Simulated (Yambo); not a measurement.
RbBH4 (space group F-43m, No. 216), G0W0@PBEsol in Yambo with this input:

```
rim_cut
gw0
dyson
el_el_corr
HF_and_locXC
ppa
em1d
RandQpts= 1000000
RandGvec= 1 Ry
EXXRLvcs= 76 Ry
VXCRLvcs= 304 Ry
Chimod= "HARTREE"
% BndsRnXp
 1 | 162 |
%
NGsBlkXp= 6 Ry
% LongDrXp
 1.0 | 1.0 | 1.0 |
%
PPAPntXp= 27.2114 eV
% GbndRnge
 1 | 162 |
%
GTermKind= "BG"
DysSolver= "n"
ExtendOut
```

On a 4×4×4 mesh, with wavefunctions cut at 76 Ry, the gap (Γ → X) is 8.938 eV and the valence edge shifts by -2.033 eV.

What happens with this change: 3 Ry block?

The gap falls by 0.207 eV, to 8.731 eV; the shift of the valence edge becomes -1.861 eV. Neither run is shown to be the converged limit.

Geometry of the Materials Project entry, not relaxed at this level; primitive cell a = b = c = 4.884 Å, α = β = γ = 60.00°.

The structure is a Materials Project entry; no match was found in the copy of COD used, and its stability was not checked.

A shift is the quasiparticle energy of the state minus its PBEsol energy.
